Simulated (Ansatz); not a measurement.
GaP:
```
GaP
1.0
    0.00000     2.69559     2.69559
    2.69559     0.00000     2.69559
    2.69559     2.69559     0.00000
P Ga
1 1
Direct
  0.75000   0.75000   0.75000
  0.00000   0.00000   0.00000
```

Relaxed with LDA.

Q: Decompose the optical modes at the zone centre into irreducible representations, and say which are infrared and Raman allowed.

A: Point group -43m: Γ_opt = T2. Infrared: T2. Raman: T2.

Q: Assign frequencies (DFPT, LDA (plane waves, PAW; program Ansatz); without the LO–TO term).

A: T2 365 cm⁻¹.

Space group F-43m (zinc blende). The LDA relaxation kept the symmetry of its start; phonons on a q-mesh show no instability. Scalar-relativistic: spin–orbit coupling is off unless named, which matters more the heavier the elements.

Potentials: the later of the program's two PAW sets.
